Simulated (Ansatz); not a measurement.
Computed with Ansatz, DFT PBE, scalar-relativistic, plane waves, PAW, and for the lanthanide a 4f-in-core norm-conserving potential. All cells share a 690 eV cutoff and Γ-centred k meshes spaced about 0.3 Å⁻¹ or finer (0.25 for metals, 2π included). No spin polarisation in the final relaxations.

These are static total energies at zero pressure. All come from trial cells, and lower structures may exist.

Problem. Order these relaxed structures of Li₄TmGe by energy, lowest first, with the energy over the lowest of them.
A.

```
Li Tm Ge
1.0
     5.27223    0.00000    0.00000
    -2.63612    4.56589    0.00000
     0.00000    0.00000    4.55809
Li Tm Ge
4 1 1
Direct
  0.33333 0.66667 0.00000
  0.68222 0.84111 0.50000
  0.15889 0.84111 0.50000
  0.15889 0.31778 0.50000
  0.66667 0.33333 0.00000
  0.00000 0.00000 0.00000
```

B.

```
Li Tm Ge
1.0
     2.54329   -5.00309    0.00000
     2.54329    5.00309    0.00000
     0.00000    0.00000    4.21816
Li Tm Ge
4 1 1
Cartesian
  2.5433 -1.5502 0.0000
  2.5433 1.5502 0.0000
  1.2716 -2.5015 2.1091
  1.2716 2.5015 2.1091
  0.0000 0.0000 0.0000
  2.5433 0.0000 2.1091
```

C.

```
Li Tm Ge
1.0
     3.41234    0.00000    0.00000
     0.00000    4.73340    0.00000
     0.00000    0.00000    7.98991
Li Tm Ge
4 1 1
Cartesian
  1.7062 2.3667 5.6832
  1.7062 2.3667 2.3067
  0.0000 0.0000 5.2845
  0.0000 0.0000 2.7054
  1.7062 0.0000 0.0000
  0.0000 2.3667 0.0000
```

D.

```
Li Tm Ge
1.0
     2.07341   -6.89391    0.00000
     2.07341    6.89391    0.00000
     0.00000    0.00000    4.13207
Li Tm Ge
4 1 1
Direct
  0.33478 0.66522 0.00000
  0.82859 0.17141 0.50000
  0.17141 0.82859 0.50000
  0.66522 0.33478 0.00000
  0.50000 0.50000 0.50000
  0.00000 0.00000 0.00000
```

Solution. D (0 meV/atom), A (18 meV/atom), B (59 meV/atom), C (75 meV/atom). Forms: D Cmmm; A P-6m2; B Cmmm; C Pmmm. Counting Li or Tm atoms around Ge (for each partner element, those within 1.25 times its shortest distance or 1.15 times the sum of covalent radii, where it is the nearest in units of that sum or under 1.3; a plus sign parts groups by distance over the sum of covalent radii): D has Ge 4+8; A has Ge 12; B has Ge 12; C has Ge 4+4.

Cells relaxed within their symmetry can be saddle points. Some candidate types were left out of the draw beforehand, so a known form may be missing.

The lanthanide is trivalent by construction, without f bands, f moments or other valences.
